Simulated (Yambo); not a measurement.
A G0W0@PBEsol run in Yambo for SnO₂ (space group Pnnm, No. 58) (2×2×4 Γ-centred k mesh, 242 bands and a 7 Ry block in the screening, 242 bands in G with the Bruneval-Gonze terminator, plasmon pole fitted at 27.2 eV) gives these matrix elements, in eV, at the band edges (Γ → Γ):

```tsv
state	E0	<Vxc>	<Σx>	<Σc(E0)>	Z
valence edge	0.000	-19.561	-25.069	4.823	0.780
conduction edge	0.726	-16.145	-13.105	-2.729	0.821
```

**Question.** Solve the linearised quasiparticle equation for both states, give the gap, and say how exchange and correlation each act on it.

**Answer.** E = E0 + Z(Σx + Σc − Vxc). Valence: 0.000 + 0.780 × (-25.069 + (4.823) − (-19.561)) = -0.53 eV. Conduction: 0.726 + 0.821 × (-13.105 + (-2.729) − (-16.145)) = 0.98 eV. The gap is 1.52 eV, against 0.73 eV in PBEsol. Replacing Vxc by bare exchange alone would open it by 8.55 eV; correlation takes back 7.55 eV of that, and Z scales what is left. Nearest settings tried, and what they do to the gap: 166 bands in G: -2 meV; 166 bands in W, 166 bands in G: +64 meV; 6 Ry block (133 vectors against 169): -35 meV. Not varied: mesh. So the settings aren't converged at that level. The k mesh is coarse. 

The standard potential for Sn keeps a d shell in the valence without the s and p states of that shell. In tests on such compounds this moved G0W0 gaps by up to about 0.9 eV, so absolute quasiparticle energies here are unreliable; differences between settings are what counts.

Spin-orbit coupling is included.

Geometry of the Materials Project entry, not relaxed at this level; primitive cell a = 4.788 Å, b = 4.867 Å, c = 3.241 Å, α = 90.00°, β = 90.00°, γ = 90.00°.

This is not the ordinary phase of the substance; no match was found in the copy of COD used, and its stability was not checked.
